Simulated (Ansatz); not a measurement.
Ionic part of the dielectric constant of Al2GaP3, mode by mode

Theory: Ansatz, DFT PBE, scalar-relativistic, plane waves, PAW. Settings: 420 eV plane-wave cutoff, Γ-centred 6×6×4 mesh, fixed occupations. No spin polarisation. Phonons by linear response, acoustic sum rule imposed.

Space group P31m (No. 157), trigonal, a = 6.731 Å, c = 6.389 Å. Al on a site of symmetry 3m has 4 P at 2.38–2.39 Å; Al on a site of symmetry m is surrounded by 4 P at 2.38–2.39 Å; around Ga lie 4 P at 2.39–2.40 Å; P on a site of symmetry 3 is surrounded by 3 Al at 2.38 Å and 1 Ga at 2.40 Å; around P on a site of symmetry 3m lie 4 Al at 2.38–2.39 Å; around P on a site of symmetry m lie 2 Al at 2.38–2.39 Å and 2 Ga at 2.39 Å.

It was reached by relaxing an invented guess, and it needn't be the stable form of this composition.

The primitive cell has V = 250.65 Å³ and ε∞,xx = 8.778. Each polar mode adds Δε = (4.92064×10⁷/V)·S/ν² along x, with S its oscillator strength in e²/amu, ν in cm⁻¹ and V in Å³.

Problem. From these modes, find each Δε and ε0,xx.
| ν (cm⁻¹) | S_xx (e²/amu) |
| --- | --- |
| 93.94 | 0.00073 |
| 139.96 | 0.00077 |
| 173.60 | 0.00188 |
| 188.84 | 0.00033 |
| 241.17 | 0.01719 |
| 317.57 | 0.03911 |
| 345.35 | 0.2594 |
| 403.09 | 0.07898 |
| 410.83 | 0.00476 |
| 423.24 | 0.0007 |
| 425.07 | 1.329 |

Solution.
```tsv
ν (cm⁻¹)	Δε
93.94	0.02
139.96	0.01
173.60	0.01
188.84	0.00
241.17	0.06
317.57	0.08
345.35	0.43
403.09	0.10
410.83	0.01
423.24	0.00
425.07	1.44
```

The sum is 2.16, so ε0,xx = 10.94; the run's tensor has 10.92.

The modes are given without the long-range field that lifts LO modes in polar crystals.
